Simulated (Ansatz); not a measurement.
Data:

TlBr:
```
TlBr
1.0
    4.56180     0.00000     0.00000
   -2.28090     3.95063     0.00000
    0.00000     0.00000     4.29596
Tl Br
1 1
Direct
  0.00000   0.00000   0.00000
  0.66667   0.33333   0.50000
```

This is the PBE+D3(BJ)-relaxed structure.

Question: All from the program Ansatz at the PBE+D3(BJ) level (PAW), unless another level is named. Estimate the Born charges (a third of the trace).

Answer: Tl +1.82, Br -1.82 e.

Question: And the static dielectric constant ε0 (ions relaxed, cell fixed)?

Answer: 13.9 (xx = yy), 64.7 (zz).

Question: Give the largest static χ(2) component.

Answer: 41 pm/V.

Question: What about the Bader charges?

Answer: Tl +0.66, Br -0.66 e.

Space group P-6m2. A made-up cell: these elements were put on the sites of a structure type; neither database checked (COD, Materials Project) lists it. COD files the formula under space group No. 221, so this cell is another polymorph or a model. Whether it is the stable phase at ambient conditions was not checked. The PBE+D3(BJ) relaxation kept the symmetry of its start; phonons on a q-mesh show no instability. Scalar-relativistic: spin–orbit coupling is off unless named, which matters more the heavier the elements.

Potentials: the later of the program's two PAW sets.
